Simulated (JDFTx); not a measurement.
System: ZnCu(100) (Pm-3m bulk; lattice of mp-987, not re-optimised at this level), 1x1 cell of 5 atoms in 5 planes (Zn outermost, slab composition Zn3Cu2), area 8.53 Å² a face, 5.9 Å between the outermost planes in a cell 21.8 Å high; k mesh 8×8×1, Fermi width 0.01 Ha, no spin polarisation. Whether this polymorph is the ambient one wasn't checked.

All numbers are PBE, GBRV ultrasoft potentials, plane waves to 20/100 Ha results from JDFTx (a modified build), not measurements. Liquid on both sides: CANDLE, water, 0.5 M KF; nuclei fixed, outer atoms relaxed in vacuum. The electron chemical potential μ is absolute (zero in the bulk liquid) and is turned into a potential by U = −μ/e − 4.44 V vs SHE, a convention. The model has bare, unreconstructed faces and no explicit solvent. At negative charge CANDLE's numbers also depend on the cell height, by up to tenths of a volt. Convergence in thickness and k mesh wasn't tested for this slab.

```csv
U (V vs SHE),μ (eV),excess electrons per cell,"σ (μC/cm², per face)",run
-1.35,-3.09,0.243,-22.9,fixed potential
-1.00,-3.44,0.033,-3.1,fixed potential
-0.84,-3.60,0.000,0.0,neutral
-0.55,-3.89,-0.045,4.2,fixed potential
-0.35,-4.09,___,___,fixed potential
___,___,-0.085,8.0,fixed charge
-0.15,-4.29,-0.110,10.3,fixed potential
```

Problem. Fill in the missing entries, row by row.

Solution. 
- -0.35, excess electrons per cell: -0.077
- -0.35, σ (μC/cm², per face): 7.2
- row 6, U (V vs SHE): -0.30
- -0.30, μ (eV): -4.14
